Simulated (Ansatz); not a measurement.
Data:

GaSi$_{2}$N:
Space group R3m, hexagonal axes (No. 160); a = 2.876 Å, b = 2.876 Å, c = 25.525 Å, α = 90.00°, β = 90.00°, γ = 120.00°

```json
[
 {"atom": "Ga", "site": "3a", "symmetry": "3m", "x": "0.0000", "y": "0.0000", "z": "0.0109"},
 {"atom": "N", "site": "3a", "symmetry": "3m", "x": "0.0000", "y": "0.0000", "z": "0.1451"},
 {"atom": "Si", "site": "3a", "symmetry": "3m", "x": "0.0000", "y": "0.0000", "z": "0.5004"},
 {"atom": "Si", "site": "3a", "symmetry": "3m", "x": "0.0000", "y": "0.0000", "z": "0.5935"}
]
```
(The calculation used a cell of 4 atoms; values per cell refer to that cell.)

This is the r²SCAN-relaxed structure.

Question: All from DFT-r²SCAN in the program Ansatz with PAW potentials, unless another level is named. Give the electronic character.

Answer: metallic (no gap).

Question: And the formation energy from the elements (no fitted shifts)?

Answer: -130 meV/atom.

Question: Give the density of states at the Fermi level.

Answer: 0.29 states/eV per atom (mean over ±0.08 eV).

The start of the workflow was typed in or built on a structure type; neither database checked (COD, Materials Project) lists it. Its standing as an ambient phase is unchecked. The r²SCAN relaxation kept the symmetry of its start; whether a distortion lowers the energy is not shown. The references are the lowest solids computed at this level, not always the standard phases (solids in place of the gases). Spin–orbit coupling is left out wherever it is not named.

Potentials: the earlier of the program's two PAW sets.
